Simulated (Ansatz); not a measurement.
## Kick test of a cell of Li2Ge4N

The cell was found from a proposed guess, not taken from experiment.

The calculation used DFT PBE, scalar-relativistic, plane waves, PAW (Ansatz). Cutoff 420 eV; k points 8×8×4 on the computed 7-atom cell (Γ-centred); Gaussian smearing, width 0.10 eV; no spin polarisation.

The cell below (7 atoms, space group P4/mmm (No. 123)) is relaxed within its symmetry.

```xyz
7
Lattice="3.9297 0.0000 0.0000 0.0000 3.9297 0.0000 0.0000 0.0000 7.2850" Properties=species:S:1:pos:R:3 pbc="T T T"
Li    0.0000    1.9648    0.0000
Li    1.9648    0.0000    0.0000
Ge    0.0000    0.0000    1.9537
Ge    0.0000    0.0000    5.3313
Ge    1.9648    1.9648    4.8889
Ge    1.9648    1.9648    2.3961
N     0.0000    0.0000    0.0000
```

For the test it was strained at random (σ = 1.5 % a component), the atoms were moved at random (σ = 0.15 Å), and all was relaxed again on a coarse 6×6×4 mesh (in the run’s order of axes) with 0.20 eV smearing, with no symmetry imposed.

Question: Does it come back?

Answer: It returns, within 1 meV/atom of the unmoved cell on that mesh and with the same symmetry when read at 0.1 Å (P2/m at 0.01 Å, so small strains and shifts remain). No instability shows in this cell; modes of other wave vectors, which need another repeat, aren't tested.
